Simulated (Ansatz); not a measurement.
Data:

CaTiO$_{3}$:
```
CELL_PARAMETERS angstrom
      3.84083     0.00000     0.00000
      0.00000     3.84083     0.00000
      0.00000     0.00000     3.84083
ATOMIC_POSITIONS crystal
  Ca 0.50000 0.50000 0.50000
  Ti 0.00000 0.00000 0.00000
  O  0.00000 0.00000 0.50000
  O  0.00000 0.50000 0.00000
  O  0.50000 0.00000 0.00000
```

This is the PBEsol-relaxed structure.

**Question.** All from PBEsol in the plane-wave PAW code Ansatz, unless another level is named. Give the electron effective mass, band 2 of 3 at the edge.

**Answer.** 0.36 along [100], 0.58 along [110], 0.48 along [111] (mₑ).

**Question.** What about the electron effective mass, band 1 of 3 at the edge?

**Answer.** 5.3 along [100], 0.81 along [110], 0.63 along [111] (mₑ).

**Question.** Next, the smallest direct gap on the standard path?

**Answer.** 2.33 eV.

**Question.** Next, the HSE06 gap on the PBEsol cell?

**Answer.** 3.42 eV.

**Question.** And the conduction-band minimum?

**Answer.** at Γ.

Space group Pm-3m (cubic perovskite). The workflow started from an entry of the Crystallography Open Database (COD), which files this formula under 5 space groups. Whether it is the stable phase at ambient conditions was not checked. The PBEsol relaxation kept the symmetry of its start; whether a distortion lowers the energy is not shown. No spin polarisation was allowed.

Potentials: the later of the program's two PAW sets.
